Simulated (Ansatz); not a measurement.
BN:
```yaml
crystal:
  lattice:
    - [2.59518, 0.00000, 0.00000]
    - [-1.29759, 2.24749, 0.00000]
    - [0.00000, 0.00000, 5.79885]
  atoms:
    - { symbol: B, position: [0.50000, 0.00000, 0.50000] }
    - { symbol: B, position: [0.00000, 0.50000, 0.16667] }
    - { symbol: B, position: [0.50000, 0.50000, 0.83333] }
    - { symbol: N, position: [0.50000, 0.00000, 0.00000] }
    - { symbol: N, position: [0.00000, 0.50000, 0.66667] }
    - { symbol: N, position: [0.50000, 0.50000, 0.33333] }
```

Relaxed with PBE+D3(BJ). Special points in fractions of this cell's reciprocal vectors: Γ (0.000, 0.000, 0.000); M (0.500, 0.000, 0.000); K (0.333, 0.333, 0.000); A (0.000, 0.000, 0.500); L (0.500, 0.000, 0.500); H (0.333, 0.333, 0.500).

### Question
List the band energies nearest the valence-band maximum at these points for PBE+D3(BJ) in the plane-wave PAW code Ansatz.

### Answer
In eV from the valence-band maximum; about four levels below and three above (degenerate sets whole), none deeper than 8.9 eV; points with the same levels are listed once.

| k | below | above |
|---|---|---|
| Γ | -1.02 -1.02 -0.70 0.00 | 6.79 6.79 7.87 7.87 |
| M | -3.53 -3.52 -3.24 -2.54 | 3.72 4.15 6.44 |
| K | -6.73 -6.73 -4.23 -2.70 -2.70 | 6.35 6.35 7.38 |
| A | -0.96 -0.89 -0.89 -0.78 | 5.94 7.48 8.45 8.45 |
| L | -4.20 -3.72 -2.60 -2.45 | 4.93 5.48 6.88 |
| H | -5.43 -5.43 -4.00 -2.51 | 6.47 8.42 8.42 |

Space group P6_222. The start of the workflow was typed in or built on a structure type; neither database checked (COD, Materials Project) lists it. It is not the phase usual at ambient conditions (space group No. 186, 194, 216). Symmetry was held in the PBE+D3(BJ) relaxation; whether a distortion lowers the energy is not shown.

Potentials: the later of the program's two PAW sets.
